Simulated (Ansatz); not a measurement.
Structure relaxation, Cu2O

The start is a generated cell, Cu2O placed in the AFLOW prototype A2B_oP12_62_2c_c (C37, as in Co2Si). The cell and all atomic positions are relaxed at zero pressure with PBE (plane waves to 420 eV, PAW, scalar-relativistic; Ansatz, an electronic-structure program). The first steps use a coarse 4×6×3 k-mesh.

Input geometry:
```
CELL_PARAMETERS angstrom
      4.51673     0.00000     0.00000
      0.00000     3.43301     0.00000
      0.00000     0.00000     6.52896
ATOMIC_POSITIONS crystal
  Cu 0.53800 0.25000 0.78200
  Cu 0.03800 0.25000 0.71800
  Cu 0.46200 0.75000 0.21800
  Cu 0.96200 0.75000 0.28200
  Cu 0.17400 0.25000 0.06200
  Cu 0.67400 0.25000 0.43800
  Cu 0.82600 0.75000 0.93800
  Cu 0.32600 0.75000 0.56200
  O  0.70200 0.25000 0.11100
  O  0.20200 0.25000 0.38900
  O  0.29800 0.75000 0.88900
  O  0.79800 0.75000 0.61100
```

Task: What pressure does the first self-consistent step give?

Result: +50.5 GPa (positive: the cell is compressed).

Task: Which atoms feel the largest initial force, and how large is it?

Result: 0.90 eV/Å, on Cu1, Cu2, Cu3, Cu4 (atoms numbered as listed).

Task: By how much does the energy per atom fall from start to end?

Result: 0.64 eV/atom.

Task: How do the shortest distances between atoms change?

Result: The closest pairs of elements (up to four, under 3.6 Å), start → end: Cu–O 2.13 → 1.87 Å; Cu–Cu 2.30 → 2.75 Å; O–O 2.89 → 3.72 Å.

Task: What band gap does the relaxed structure have at this level?

Result: 0.47 eV, indirect (valence top at S, conduction bottom at Γ) (no spin-orbit coupling).

Task: Give the final cell and atomic positions.

Result: 
Space group Cmcm (No. 63); a = 3.725 Å, b = 7.422 Å, c = 5.984 Å, α = β = γ = 90.00°

```json
[
 {"atom": "Cu", "site": "4c", "symmetry": "m2m", "x": "0.0000", "y": "0.3109", "z": "0.2500"},
 {"atom": "Cu", "site": "4a", "symmetry": "2/m..", "x": "0.0000", "y": "0.0000", "z": "0.0000"},
 {"atom": "O", "site": "4c", "symmetry": "m2m", "x": "0.0000", "y": "0.1520", "z": "0.7500"}
]
```
(The calculation used a cell of 6 atoms; values per cell refer to that cell.)

Final values are on a 8×8×5 k-mesh of the relaxed cell. No spin polarisation in the result. The d or f electrons are treated with no Hubbard U.

The run could not lose the symmetry of its start, so the end can be a saddle point.

The relaxed structure here is a generated cell of Cu2O: the first start was made by placing the elements on the sites of a structure type, and the end was not matched to a known phase here, so it may be hypothetical. Known forms of Cu2O include space group No. 224.
